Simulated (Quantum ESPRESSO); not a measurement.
# W4Ti3Ru: input and log of a self-consistent run

A calculation, not a measurement. The program is pw.x of Quantum ESPRESSO 7.5 (plane-wave density functional theory). The cell is made up: eight metal atoms on a face-centred cubic lattice, with elements, volume, strain and displacements drawn at random and not relaxed, so it may be unstable or far from any real phase. PseudoDojo standard norm-conserving files set the functional (PBE unless stated); there is no spin polarisation or spin-orbit coupling, the Fermi-Dirac width of 0.25 eV means electrons at about 2900 K, and the masses in the input are unused placeholders. Heavy elements are run without spin-orbit coupling, which real alloys of them have. A spin test at this wide smearing found no moment, but such smearing suppresses magnetism that the real alloy may have.

Input:

```
&control calculation='scf', pseudo_dir='./dojo.nc.sr.pbe.v0_5.standard.upf', outdir='./o', disk_io='minimal', tprnfor=.true., tstress=.true. /
&system ibrav=0, nat=8, ntyp=3, nbnd=72, ecutwfc=84.00895049, nosym=.true., tot_charge=0,
 occupations='smearing', smearing='fd', degauss=0.0183746611
/
&electrons conv_thr=1.470e-08, electron_maxstep=70, mixing_beta=0.5 /
ATOMIC_SPECIES
Ru 1.0 Ru.upf
Ti 1.0 Ti.upf
W 1.0 W.upf
CELL_PARAMETERS angstrom
-3.8726 -0.021 0.0527
-0.0737 -3.9269 3.9445
0.0052 5.8188 1.9007
ATOMIC_POSITIONS angstrom
W -0.0197 -0.108 0.0564
W -0.087 1.9484 2.0043
Ti -0.0429 -1.846 2.0056
Ti 0.0017 -0.1739 3.8777
Ti -1.9729 3.8518 2.0204
Ru -1.9759 -0.0209 1.9177
W -1.9907 1.9049 3.9282
W -2.0045 -2.0292 3.9856
K_POINTS automatic
6 5 4 1 1 1
```

The log is shortened where brackets say so; the opening notice, blank lines, dates and the lines on written files are dropped, and the path of the files is cut. It prints rydbergs, bohrs and kilobars, and counts compression as positive stress. Its total energy is the free energy E - TS of the whole cell.

```
     Program PWSCF v.7.5
     Parallel version (MPI & OpenMP), running on       4 processor cores
     Number of MPI processes:                 4
     Threads/MPI process:                     1
     [start-up lines left out]
     bravais-lattice index     =            0
     lattice parameter (alat)  =       7.3189  a.u.
     unit-cell volume          =     794.7146 (a.u.)^3
     number of atoms/cell      =            8
     number of atomic types    =            3
     number of electrons       =       108.00
     number of Kohn-Sham states=           72
     kinetic-energy cutoff     =      84.0090  Ry
     charge density cutoff     =     336.0358  Ry
     scf convergence threshold =      1.5E-08
     mixing beta               =       0.5000
     number of iterations used =            8  plain     mixing
     Exchange-correlation= PBE
                           (   1   4   3   4   0   0   0)
     [axes and pseudopotential details left out]
   Cartesian axes
     site n.     atom                  positions (alat units)
         1        W      tau(   1) = (  -0.0050865  -0.0278852   0.0145623  )
         2        W      tau(   2) = (  -0.0224631   0.5030705   0.5175037  )
         3        Ti     tau(   3) = (  -0.0110766  -0.4766312   0.5178394  )
         4        Ti     tau(   4) = (   0.0004389  -0.0449004   1.0012095  )
         5        Ti     tau(   5) = (  -0.5093964   0.9945222   0.5216607  )
         6        Ru     tau(   6) = (  -0.5101710  -0.0053963   0.4951439  )
         7        W      tau(   7) = (  -0.5139923   0.4918390   1.0142485  )
         8        W      tau(   8) = (  -0.5175554  -0.5239328   1.0290690  )
     number of k points=    60  Fermi-Dirac smearing, width (Ry)=  0.0184
                       cart. coord. in units 2pi/alat
        k(    1) = (  -0.0817099   0.0390128   0.1354997), wk =   0.0333333
        k(    2) = (  -0.0806894   0.1645749   0.2605207), wk =   0.0333333
     [further k points left out]
     Dense  grid:    82681 G-vectors     FFT dimensions: (  45,  64,  72)
     Estimated max dynamical RAM per process >     324.03 MB
     Estimated total dynamical RAM >       1.21 GB
     Initial potential from superposition of free atoms
     starting charge     107.9924, renormalised to     108.0000
     Starting wfcs are   80 randomized atomic wfcs
     total cpu time spent up to now is        5.6 secs
     per-process dynamical memory:   264.0 Mb
     Self-consistent Calculation
     iteration #  1     ecut=    84.01 Ry     beta= 0.50
     Davidson diagonalization with overlap
     ethr =  1.00E-02,  avg # of iterations =  2.9
     total cpu time spent up to now is       18.2 secs
     total energy              =   -1163.82639659 Ry
     estimated scf accuracy    <       1.95171546 Ry
     iteration #  2     ecut=    84.01 Ry     beta= 0.50
     Davidson diagonalization with overlap
     ethr =  1.81E-03,  avg # of iterations =  5.0
     total cpu time spent up to now is       33.9 secs
     total energy              =   -1164.03319463 Ry
     estimated scf accuracy    <      13.38415501 Ry
     iteration #  3     ecut=    84.01 Ry     beta= 0.50
     Davidson diagonalization with overlap
     ethr =  1.81E-03,  avg # of iterations =  2.6
     total cpu time spent up to now is       46.3 secs
     total energy              =   -1164.91770989 Ry
     estimated scf accuracy    <       0.80310251 Ry
     iteration #  4     ecut=    84.01 Ry     beta= 0.50
     Davidson diagonalization with overlap
     ethr =  7.44E-04,  avg # of iterations =  2.0
     total cpu time spent up to now is       56.7 secs
     total energy              =   -1164.90003562 Ry
     estimated scf accuracy    <       0.19086095 Ry
     iteration #  5     ecut=    84.01 Ry     beta= 0.50
     Davidson diagonalization with overlap
     ethr =  1.77E-04,  avg # of iterations =  7.8
     total cpu time spent up to now is       74.8 secs
     total energy              =   -1164.96940810 Ry
     estimated scf accuracy    <       0.54180807 Ry
     [iterations 6 to 14 left out]
     iteration # 15     ecut=    84.01 Ry     beta= 0.50
     Davidson diagonalization with overlap
     ethr =  1.47E-09,  avg # of iterations =  2.1
     total cpu time spent up to now is      195.2 secs
     total energy              =   -1164.98025595 Ry
     estimated scf accuracy    <       0.00000192 Ry
     iteration # 16     ecut=    84.01 Ry     beta= 0.50
     Davidson diagonalization with overlap
     ethr =  1.47E-09,  avg # of iterations =  1.0
     total cpu time spent up to now is      204.7 secs
     total energy              =   -1164.98025607 Ry
     estimated scf accuracy    <       0.00000041 Ry
     iteration # 17     ecut=    84.01 Ry     beta= 0.50
     Davidson diagonalization with overlap
     ethr =  3.81E-10,  avg # of iterations =  2.1
     total cpu time spent up to now is      215.4 secs
     total energy              =   -1164.98025611 Ry
     estimated scf accuracy    <       0.00000033 Ry
     iteration # 18     ecut=    84.01 Ry     beta= 0.50
     Davidson diagonalization with overlap
     ethr =  3.03E-10,  avg # of iterations =  1.8
     total cpu time spent up to now is      225.8 secs
     total energy              =   -1164.98025613 Ry
     estimated scf accuracy    <       0.00000019 Ry
     iteration # 19     ecut=    84.01 Ry     beta= 0.50
     Davidson diagonalization with overlap
     ethr =  1.73E-10,  avg # of iterations =  1.0
     total cpu time spent up to now is      235.8 secs
     End of self-consistent calculation
     [lines on levels left out]
!    total energy              =   -1164.98025615 Ry
     estimated scf accuracy    <          2.6E-09 Ry
     smearing contrib. (-TS)   =      -0.14016571 Ry
     internal energy E=F+TS    =   -1164.84009044 Ry
     The total energy is F=E-TS. E is the sum of the following terms:
     one-electron contribution =    -196.34755554 Ry
     hartree contribution      =     162.05834319 Ry
     xc contribution           =    -219.92941944 Ry
     ewald contribution        =    -910.62145865 Ry
     convergence has been achieved in  19 iterations
     Forces acting on atoms (cartesian axes, Ry/au):
     atom    1 type  3   force =    -0.00186265    0.06428667   -0.05794874
     atom    2 type  3   force =     0.02715423   -0.01745423   -0.00222647
     atom    3 type  2   force =    -0.00581941   -0.04241470    0.02688478
     atom    4 type  2   force =    -0.02437274    0.04750604    0.00474477
     atom    5 type  2   force =     0.00591839    0.00057514   -0.02259639
     atom    6 type  1   force =    -0.00234758   -0.00618840    0.05153561
     atom    7 type  3   force =    -0.00079098   -0.04150478    0.00579288
     atom    8 type  3   force =     0.00212075   -0.00480574   -0.00618644
     Total force =     0.137981     Total SCF correction =     0.000132
     Computing stress (Cartesian axis) and pressure
          total   stress  (Ry/bohr**3)                   (kbar)     P=      253.61
   0.00155330  -0.00002109   0.00007443          228.50       -3.10       10.95
  -0.00002109   0.00180085  -0.00009731           -3.10      264.91      -14.32
   0.00007443  -0.00009731   0.00181780           10.95      -14.32      267.41
     init_run     :      5.28s CPU      5.44s WALL (       1 calls)
     electrons    :    225.79s CPU    230.24s WALL (       1 calls)
     forces       :      2.09s CPU      2.11s WALL (       1 calls)
     stress       :      7.08s CPU      7.08s WALL (       1 calls)
     [timing details left out]
     PWSCF        :   4m 0.36s CPU   4m 5.03s WALL
     JOB DONE.
```

In other units: free energy -15850.364 eV for the cell, pressure 25.36 GPa, largest force component 1.653 eV/Å in size. The run took 247 s of wall time with four MPI processes on a shared machine (AMD EPYC, Zen 5, virtual cores), so the time is rough. A rerun of this cell at a higher cutoff and on a denser mesh moved values by no more than 0.008 eV in energy, 0.09 GPa in stress and 0.009 eV/Å in force, and a second program with other atomic files agreed on that cell to 2 % rms in force and 0.5 GPa in pressure.